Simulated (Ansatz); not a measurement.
CdGaO3:
```yaml
crystal:
  lattice:
    - [3.44209, 0.00000, 0.00000]
    - [0.00000, 3.44209, 0.00000]
    - [0.00000, 0.00000, 5.07651]
  atoms:
    - { symbol: Ga, position: [0.50000, 0.50000, 0.62621] }
    - { symbol: Cd, position: [0.00000, 0.00000, 0.14154] }
    - { symbol: O, position: [0.00000, 0.50000, 0.46933] }
    - { symbol: O, position: [0.50000, 0.00000, 0.46933] }
    - { symbol: O, position: [0.50000, 0.50000, 0.98379] }
```

Relaxed with r²SCAN+D4. Special points in fractions of this cell's reciprocal vectors: Γ (0.000, 0.000, 0.000); X (0.000, 0.500, 0.000); M (0.500, 0.500, 0.000); Z (0.000, 0.000, 0.500); R (0.000, 0.500, 0.500); A (0.500, 0.500, 0.500).

Problem. List the band energies nearest the Fermi level at these points for plane-wave PAW r²SCAN+D4 (Ansatz code).

Solution. In eV from the Fermi level; about four levels below and three above (degenerate sets whole), none deeper than 8.9 eV; … stands for higher levels left out; points with the same levels are listed once.

```csv
k,below,above
Γ,-0.63 -0.63 -0.12 -0.12,1.45 …
X,-1.62 -1.42 -0.65 -0.23,6.09 …
M,-2.56 -2.56 -2.15 -1.65 -1.65,0.24 0.86 4.70
Z,-0.99 -0.99 -0.75 -0.03 -0.03,3.30 …
R,-1.78 -1.36 -1.33 -0.27,6.28 …
A,-3.60 -3.60 -1.65 -0.54 -0.54,0.24 0.86 3.86
```

Space group P4mm. The start of the workflow was typed in or built on a structure type; neither database checked (COD, Materials Project) lists it. Whether it is the stable phase at ambient conditions was not checked. Symmetry was held in the r²SCAN+D4 relaxation; its stability against distortions is not shown here. With an odd number of electrons in the cell and no spin polarisation, the count alone makes it a metal. Spin–orbit coupling is left out wherever it is not named.

Potentials: the earlier of the program's two PAW sets.
